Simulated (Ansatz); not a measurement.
## Response properties of Ir (Fm-3m)

Conventional cell: a = 3.831 Å, b = 3.831 Å, c = 3.831 Å, α = 90.00°, β = 90.00°, γ = 90.00°. Ir (atom 1) is surrounded by 12 Ir at 2.71 Å.

Ansatz runs use the cell relaxed by PAW under their functional.

(1) What do its conduction electrons give? (PBEsol, all-electron LAPW in Ansatz 0.2.0, scalar-relativistic; a = 3.831 Å; k mesh 16×16×16, fine mesh 24×24×24, Fermi-Dirac smearing of 0.050 eV, basis error target 1 meV/atom)

(2) How stiff is it? (PBEsol, all-electron LAPW in Ansatz 0.2.0, scalar-relativistic; a = 3.831 Å; k mesh 22×22×22, strains of ±0.005, Fermi-Dirac smearing of 0.080 eV, basis error target 0.5 meV/atom)

(3) How does it vibrate? (PBEsol, PAW on Ansatz 0.2.0's default frozen-core files (fitted under PBE), scalar-relativistic; a = 3.831 Å; k mesh 20×20×20, Fermi-Dirac smearing of 0.100 eV, cutoff 420 eV; q mesh 4×4×4)

(4) Does the elastic Debye temperature match the top of the phonon spectrum?

Results:

(1) Fermi-surface sums: N(E_F) = 0.87 states/eV/atom, ħω_p (r.m.s. of x, y, z) = 10.8 eV, Fermi speed = 0.81×10⁶ m/s.

(2) Elastic moduli (Hill averages, relaxed ions; θ_D from sound speeds over directions): B = 385 GPa, G = 241 GPa, C11 = 640 GPa, C44 = 281 GPa, ν = 0.241, θ_D = 444 K.

(3) Harmonic phonons by finite displacements (negative means unstable): highest mode = 202 cm⁻¹, lowest at L = 116 cm⁻¹, lowest at X = 147 cm⁻¹, lowest at W = 162 cm⁻¹, Grüneisen γ (heat-capacity mean at 300 K) = 2.48.

(4) k_Bθ_D corresponds to 309 cm⁻¹, against a highest mode of 202 cm⁻¹ on the mesh, a ratio of 1.53. The Debye cutoff comes from sound speeds alone and needn't equal it.

Caveats: no spin-orbit coupling on heavy atoms; these sums move with the mesh, by several per cent and more for small sheets (Fermi surface); responses of metals move with mesh and smearing (moduli, phonons); frozen-core PAW files fitted under PBE, their cores solved anew for the functional of the run (phonons).
